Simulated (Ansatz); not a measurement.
## Sb2W: all-electron results

```
W Sb
1.0
     0.00000    3.31158    3.31158
     3.31158    0.00000    3.31158
     3.31158    3.31158    0.00000
W Sb
1 2
Direct
  0.00000 0.00000 0.00000
  0.25000 0.25000 0.25000
  0.75000 0.75000 0.75000
```

Atom numbers follow the list: W1, Sb2, Sb3.

The structure comes from a relaxation in the same program, started in the fluorite type, and has space group Fm-3m. Whether it is a known phase or the ground state wasn't checked.

Spin–orbit coupling is left out, though it moves levels of the heavy atoms by tenths of an eV or more.

Methods: DFT, PBE, all-electron LAPW, scalar-relativistic (Ansatz 0.2.0); DFT, PBE, PAW with Ansatz's default frozen-core files, scalar-relativistic (Ansatz 0.2.0).

For LAPW: a Γ-centred 10×10×10 k mesh, Fermi–Dirac smearing of 0.08 eV, basis error target 1 meV/atom, no spin polarisation. PAW takes a cutoff of 420 eV at this cell. The Ansatz runs share mesh, smearing and spin set-up. Values come from LAPW unless marked.

```json
{
 "Band gap": "none: bands cross the Fermi level, a metal",
 "Density of states at the Fermi level (0.2 eV bin)": "4.75 states/eV per cell",
 "Löwdin charges (with 0.21 e of the cell spilling out of the atomic basis, so their sizes and signs hang on that basis)": "W1 -0.02, Sb2 0.12 e",
 "Bader charges (from the PAW run)": "W1 +0.13, Sb2 -0.07 e",
 "Volume per atom": "24.21 Å³",
 "Pressure at this cell": "0.0 kbar"
}
```
